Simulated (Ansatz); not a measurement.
## SnTe: modes against the lattice constant

Computed with DFT LDA, scalar-relativistic, plane waves, PAW (Ansatz). Settings: 420 eV plane-wave cutoff, Γ-centred 12×12×12 mesh, Fermi-Dirac smearing of 0.15 eV. No spin polarisation. Phonons by linear response, acoustic sum rule imposed.

The cell is fixed (symmetry leaves no force on the atoms) and stands under 6.2 GPa:
```yaml
crystal:
  lattice:
    - [0.00000, 3.31330, 3.31330]
    - [3.31330, 0.00000, 3.31330]
    - [3.31330, 3.31330, 0.00000]
  atoms:
    - { symbol: Sn, position: [0.00000, 0.00000, 0.00000] }
    - { symbol: Te, position: [0.25000, 0.25000, 0.25000] }
```

The cell is the ideal cubic zincblende prototype; this isn't the usual structure of the compound. In a metal, frequencies and elastic constants depend on the k mesh and the smearing, soft modes and shear constants most. Spin–orbit coupling is left out, which matters for heavy elements.

At a = 6.998 Å: a semilocal functional can close a gap that the real compound has.

**Question.** How do the optical zone-centre modes (counted from the lowest optical one, degenerate ones once; i marks imaginary ones) of this metal change over a = 6.627 and 6.998 Å (k meshes 12×12×12, 10×10×10)?

**Answer.**
```csv
a (Å),6.627,6.998
pressure (GPa),6.2,-0.1
mode 1 (cm⁻¹),145,113
```

Cost: 2 runs of about 4.6 core-minutes in all, on Arm Neoverse N1 (shared hosts).